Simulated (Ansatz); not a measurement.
Data:

Ru:
```
CELL_PARAMETERS angstrom
     -1.52659     1.52659     1.52659
      1.52659    -1.52659     1.52659
      1.52659     1.52659    -1.52659
ATOMIC_POSITIONS crystal
  Ru 0.00000 0.00000 0.00000
```

This is the PBE-relaxed structure.

Task: All from PBE (plane waves, PAW; program Ansatz), unless another level is named. Estimate the density of states at the Fermi level.

Result: 2.0 states/eV per atom (mean over ±0.08 eV).

Task: And the gap with spin–orbit coupling?

Result: none (metallic).

Space group Im-3m (bcc (W type)). The start of the workflow was typed in or built on a structure type; neither database checked (COD, Materials Project) lists it. It is not the phase usual at ambient conditions (space group No. 194). The PBE relaxation kept the symmetry of its start; its stability against distortions is not shown here. The run is not spin-polarised. Scalar-relativistic: spin–orbit coupling is off unless named, which matters more the heavier the elements.

Potentials: the earlier of the program's two PAW sets.
